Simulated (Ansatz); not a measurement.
CsBr (CsCl type, space group No. 221), the program Ansatz at the r²SCAN level (PAW). The conduction-band minimum lies at Γ, with 1 equivalent valley. Second derivatives d²E/dk² of the lowest band at one valley (eV·Å²), along Cartesian directions:

| direction | d²E/dk² |
|---|---|
| [100] | 23.86 |
| [010] | 23.86 |
| [001] | 23.86 |
| [110] | 23.85 |
| [101] | 23.85 |
| [011] | 23.85 |

**Question.** Find the principal effective masses, the density-of-states mass and the conductivity mass.

**Answer.** Off-diagonal terms follow from H_xy = H[110] − (H_xx + H_yy)/2, and m*/mₑ = 7.620 eV·Å² over each eigenvalue: 0.32, 0.32, 0.32. One valley's DOS mass (m₁m₂m₃)^(1/3) = 0.32, conductivity mass 3/(Σ 1/mᵢ) = 0.32 mₑ.

**Question.** What effective density of states Nc follows at 300 K for parabolic valleys?

**Answer.** Nc = 2.509e19 × 1 × (0.32)^(3/2) ≈ 4.5e18 cm⁻³.

Space group Pm-3m (CsCl type). The r²SCAN relaxation kept the symmetry of its start. Scalar-relativistic: spin–orbit coupling is off unless named, which matters more the heavier the elements.

Potentials: the later of the program's two PAW sets.

Edges and masses are those of Kohn–Sham bands, whose gap is no quasiparticle gap.
